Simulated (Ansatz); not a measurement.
Relaxed-ion elastic tensor of CuO in space group P4_2/mmc (No. 131; Cu on 2d, O on 2f) in GPa (Voigt order), plane-wave PAW LDA (Ansatz code); density 6.44 g/cm³, 10.26 Å³ per atom.

|  | 1 | 2 | 3 | 4 | 5 | 6 |
|---|---|---|---|---|---|---|
| 1 | 178 | 164 | 163 | 0.0 | 0.0 | 0.0 |
| 2 | 164 | 178 | 163 | 0.0 | 0.0 | 0.0 |
| 3 | 163 | 163 | 410 | 0.0 | 0.0 | 0.0 |
| 4 | 0.0 | 0.0 | 0.0 | 11.7 | 0.0 | 0.0 |
| 5 | 0.0 | 0.0 | 0.0 | 0.0 | 11.7 | 0.0 |
| 6 | 0.0 | 0.0 | 0.0 | 0.0 | 0.0 | 71.6 |

Question: Is the crystal mechanically stable?

Answer: Yes: the smallest eigenvalue of C is 11.7 GPa.

Question: Work out the Voigt, Reuss and Hill averages.

Answer: K_V = 194, K_R = 171, K_H = 182; G_V = 37.4, G_R = 14.8, G_H = 26.1 GPa.

Question: Give Young's modulus, Poisson's ratio, Pugh's ratio and the universal anisotropy index.

Answer: E = 9KG/(3K + G) = 74.8 GPa; ν = 0.43; K/G = 6.98 (ductile by the Pugh limit of 1.75); A_U = 5G_V/G_R + K_V/K_R − 6 = 7.74.

Question: Estimate the sound speeds and the Debye temperature.

Answer: v_l = √((K + 4G/3)/ρ) = 5810 m/s, v_t = √(G/ρ) = 2010 m/s, mean 2290 m/s; Θ = (h/k)(3n/4πV)^(1/3) v_m = 314 K.

The cell is a constructed one: a structure type filled with these elements; neither database checked (COD, Materials Project) lists it. It is not the phase usual at ambient conditions (space group No. 15). The cell was relaxed with LDA under the symmetry of its start; of distortions, only those at the zone centre were tested. No spin polarisation was allowed. No Hubbard U is applied. As this level gives no gap, shear constants depend on the k-mesh and smearing (Fermi–Dirac, 0.1 eV here).

Potentials: the later of the program's two PAW sets.
